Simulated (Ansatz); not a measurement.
Here is the system:

ZrGe₂:
```yaml
crystal:
  lattice:
    - [1.88120, -7.41606, 0.00000]
    - [1.88120, 7.41606, 0.00000]
    - [0.00000, 0.00000, 3.73103]
  atoms:
    - { symbol: Zr, position: [0.10482, 0.89518, 0.75000] }
    - { symbol: Zr, position: [0.89518, 0.10482, 0.25000] }
    - { symbol: Ge, position: [0.44093, 0.55907, 0.75000] }
    - { symbol: Ge, position: [0.55907, 0.44093, 0.25000] }
    - { symbol: Ge, position: [0.25023, 0.74977, 0.25000] }
    - { symbol: Ge, position: [0.74977, 0.25023, 0.75000] }
```

This is the LDA-relaxed structure.

All from LDA in the plane-wave PAW code Ansatz, unless another level is named. Estimate the electronic character.

metallic (no gap).

Give the density of states at the Fermi level.

0.23 states/eV per atom (mean over ±0.08 eV).

And the formation energy from the elements (no fitted shifts)?

-708 meV/atom.

Space group Cmcm. The first step of the workflow began from a Materials Project structure, measured or hypothetical; the Crystallography Open Database files this formula in space group No. 63, but the cells were not matched. Its standing as an ambient phase is unchecked. Symmetry was held in the LDA relaxation; whether a distortion lowers the energy is not shown. The run is not spin-polarised. The references are the lowest solids computed at this level, not always the standard phases. Spin–orbit coupling is left out wherever it is not named.

Potentials: the later of the program's two PAW sets.
